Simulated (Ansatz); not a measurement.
Consider the following.

Se (trigonal-Se type, space group P3_121)

```yaml
crystal:
  lattice:
    - [9.06910, 0.00000, 0.00000]
    - [-2.26727, 3.92703, 0.00000]
    - [4.53455, 0.00000, 5.04146]
  atoms:
    - { symbol: Se, position: [0.69240, 0.00000, 0.83333] }
    - { symbol: Se, position: [0.19240, 0.00000, 0.83333] }
    - { symbol: Se, position: [0.91667, 0.21814, 0.16667] }
    - { symbol: Se, position: [0.41667, 0.21814, 0.16667] }
    - { symbol: Se, position: [0.14093, 0.78186, 0.50000] }
    - { symbol: Se, position: [0.64093, 0.78186, 0.50000] }
```

A phonon eigenvector at L = (0.5, 0.0, 0.5) is frozen into this cell: atom i moves by Q times the vector below, so Q is the largest atomic displacement, in Å. The cell is held. (q is in reciprocal vectors of the primitive cell; the cell shown is doubled to hold the pattern.)

```tsv
atom	x	y	z
Se1	0.026	0.395	0.918
Se2	-0.026	-0.395	-0.918
Se3	-0.317	-0.183	0.903
Se4	0.317	0.183	-0.903
Se5	0.355	-0.175	0.918
Se6	-0.355	0.175	-0.918
```

The numbers are results of PBE (plane waves to 420 eV, PAW, scalar-relativistic; Ansatz, a first-principles code), not measurements. k mesh 8×8×8 (Γ-centred), Fermi-Dirac smearing 0.05 eV. The energy includes the smearing's −TS. Se was relaxed with its symmetry unable to fall. ΔE is measured from the undisplaced structure.

The scan covers Q from -0.100 to 0.100 Å in 13 points.

Question: Which space group does the distorted structure have?

Answer: C2 (No. 5), lowered from P3_121.

Question: What is the energy change at Q = 0.100 Å?

Answer: 315 meV/cell.

Question: What harmonic wavenumber does the curvature at Q = 0 give?

Answer: 186 cm⁻¹.

(A displaced cell: forces are minus the slopes of the energy, force constants its curvatures, and phonons follow from these.)
